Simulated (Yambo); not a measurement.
# Convergence of the G0W0 gap of NaLiCdS2

G0W0@PBEsol for NaLiCdS₂ (space group P3m1, No. 156) in Yambo. Reference settings: 3×3×2 Γ-centred k mesh, bands 7 to 197 and a 8 Ry block in the screening, 197 bands in G with the Bruneval-Gonze terminator, plasmon pole fitted at 27.2 eV. The PBEsol gap Γ → Γ on this mesh is 1.47 eV; G0W0 gaps are taken between the same points.

| change from the reference | G0W0 gap Γ → Γ (eV) | shift of the valence edge (eV) | rough Yambo cost |
|---|---|---|---|
| reference settings | 2.96 | -1.05 | 1 |
| 73 bands in W, 73 bands in G | 3.02 | -0.82 | about 1/3 |
| 126 bands in W, 126 bands in G | 2.97 | -0.97 | within a factor of two |
| 73 bands in G | 2.96 | -1.01 | – |
| 126 bands in G | 2.96 | -1.05 | – |
| 92 bands in W | 2.99 | -0.92 | within a factor of two |
| 2 Ry block | 2.65 | -0.60 | within a factor of two |
| 3 Ry block | 2.73 | -0.74 | within a factor of two |
| 7 Ry block | 2.95 | -1.03 | within a factor of two |
| pole fitted at 40 eV | 3.00 | -1.13 | – |
| no random integration | 2.91 | -0.87 | – |
| 3×3×1 mesh | 2.79 | -0.93 | about 1/3 |
| 73 bands in G, no terminator | 2.85 | -0.61 | – |
| 126 bands in G, no terminator | 2.89 | -0.85 | – |
| no terminator | 2.93 | -0.96 | – |

The reference isn't shown to be the converged limit. Costs are rough (shared machines), scaled to the same edge states, and given only for runs that recompute the screening.

Spin-orbit splittings are left out.

Geometry of the Materials Project entry, not relaxed at this level; primitive cell a = 4.1573 Å, b = 4.1573 Å, c = 7.0419 Å, α = 90.00°, β = 90.00°, γ = 120.00°.

The structure is a Materials Project entry; no match was found in the copy of COD used, and its stability was not checked.

A shift is the quasiparticle energy of the state minus its PBEsol energy.
